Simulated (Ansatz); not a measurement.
AlOs:
```cif
data_AlOs
_chemical_formula_sum 'Al1 Os1'
_space_group_name_H-M_alt 'P 1'
_space_group_IT_number 1
_cell_length_a 2.97272
_cell_length_b 2.97272
_cell_length_c 2.97272
_cell_angle_alpha 90.000
_cell_angle_beta 90.000
_cell_angle_gamma 90.000
loop_
_space_group_symop_operation_xyz
  'x, y, z'
loop_
_atom_site_label
_atom_site_type_symbol
_atom_site_fract_x
_atom_site_fract_y
_atom_site_fract_z
_atom_site_occupancy
Al1 Al 0.00000 0.00000 0.00000 1
Os1 Os 0.50000 0.50000 0.50000 1
```

Relaxed with LDA.

Problem. Which orbitals make up the states near the Fermi level in plane-wave PAW LDA (Ansatz code)?

Solution. Within 0.5 eV of the Fermi level: Os 5d 82 %, Al 3p 12 %. Projections are on Löwdin-orthogonalised atomic valence shells; empty p or d shells of many metals are not among them.

Problem. Tabulate the density of states.

Solution. States/eV per cell of 2 atoms, in 0.25 eV bins, energy from the Fermi level.

```
E (eV)  total  Os 5d  Al 3p  Al 3s
------  -----  -----  -----  -----
-7.85    0.37   0.04   0.15   0.09
-7.60    0.42   0.06   0.16   0.10
-7.35    0.49   0.09   0.19   0.11
-7.10    0.55   0.12   0.20   0.13
-6.85    0.91   0.36   0.21   0.25
-6.60    1.23   0.58   0.22   0.35
-6.35    0.83   0.42   0.16   0.22
-6.10    0.58   0.31   0.12   0.14
-5.85    0.62   0.26   0.14   0.19
-5.60    0.48   0.20   0.13   0.11
-5.35    0.54   0.23   0.16   0.09
-5.10    0.90   0.46   0.26   0.09
-4.85    1.32   0.72   0.37   0.10
-4.60    1.69   0.96   0.50   0.09
-4.35    1.69   1.06   0.42   0.09
-4.10    1.99   1.52   0.31   0.09
-3.85    1.37   1.07   0.24   0.02
-3.60    1.37   1.08   0.26   0.00
-3.35    1.72   1.37   0.32   0.00
-3.10    1.25   0.94   0.28   0.00
-2.85    0.81   0.54   0.23   0.00
-2.60    0.95   0.68   0.22   0.00
-2.35    1.88   1.45   0.33   0.01
-2.10    2.59   1.97   0.48   0.02
-1.85    1.37   1.12   0.16   0.01
-1.60    1.50   1.25   0.15   0.02
-1.35    2.66   2.24   0.28   0.02
-1.10    2.63   2.22   0.27   0.02
-0.85    2.34   2.02   0.20   0.01
-0.60    1.95   1.64   0.21   0.01
-0.35    1.56   1.29   0.18   0.01
-0.10    1.32   1.09   0.15   0.01
0.15     1.17   0.97   0.13   0.01
0.40     0.95   0.78   0.11   0.00
0.65     0.52   0.37   0.09   0.00
0.90     0.26   0.14   0.08   0.00
1.15     0.22   0.11   0.06   0.00
1.40     0.18   0.09   0.05   0.00
1.65     0.14   0.07   0.04   0.00
1.90     0.12   0.05   0.03   0.00
2.15     0.11   0.06   0.02   0.00
2.40     0.47   0.36   0.05   0.03
2.65     1.95   1.40   0.33   0.09
2.90     1.43   0.88   0.32   0.11
3.15     1.02   0.53   0.28   0.11
3.40     0.78   0.34   0.25   0.11
3.65     0.70   0.26   0.24   0.12
3.90     0.56   0.19   0.21   0.11
4.15     0.50   0.14   0.20   0.11
4.40     0.45   0.11   0.18   0.10
4.65     0.55   0.13   0.17   0.10
```

Space group Pm-3m (CsCl type). The workflow started from a Materials Project entry (that database holds measured and hypothetical structures alike); the Crystallography Open Database copy checked does not list it. With Al and Os taken as one species the cell has the higher symmetry Im-3m, so it may be an ordered model of a mixed-site phase. Whether it is the stable phase at ambient conditions was not checked. Symmetry was held in the LDA relaxation; of distortions, only those at the zone centre were tested. The run is not spin-polarised. Scalar-relativistic: spin–orbit coupling is off unless named, which matters more the heavier the elements.

Potentials: the later of the program's two PAW sets.
